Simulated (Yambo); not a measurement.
Yambo run on K2S (anti-fluorite, space group Fm-3m, No. 225). The wavefunctions are PBEsol (Quantum ESPRESSO, PseudoDojo norm-conserving, 74 Ry, without SOC) ones on a 4×4×4 mesh (12 occupied bands); a = b = c = 5.1862 Å, α = β = γ = 60.00°.

Yambo input:

```
rim_cut
HF_and_locXC
RandQpts= 1000000
RandGvec= 1 Ry
EXXRLvcs= 74 Ry
VXCRLvcs= 296 Ry
% QPkrange
 1 | 1 | 12 | 13 |
 3 | 3 | 12 | 13 |
 7 | 7 | 12 | 13 |
 8 | 8 | 12 | 13 |
%
```

k points by index: 1 = Γ, 3 = L, 7 = X, 8 = W.

The o-*.hf file then holds:

```
#    K-point    Band    Eo [eV]    Ehf [eV]    Vxc [eV]    Vnlxc [eV]
#
    1    12    -0.228875    -3.640092    -11.57642    -14.98764
    1    13    2.348632    5.651840    -6.566364    -3.263156
    3    12    -0.082015    -3.531738    -11.86715    -15.31687
    3    13    4.682229    8.443696    -7.202725    -3.441259
    7    12    0.000000    -3.487044    -12.00520    -15.49224
    7    13    3.424159    6.903573    -6.208115    -2.728702
    8    12    -0.015811    -3.506967    -11.95068    -15.44183
    8    13    3.633728    7.224481    -6.319304    -2.728551
```
Exchange alone, without screening.

Geometry relaxed with PBEsol.
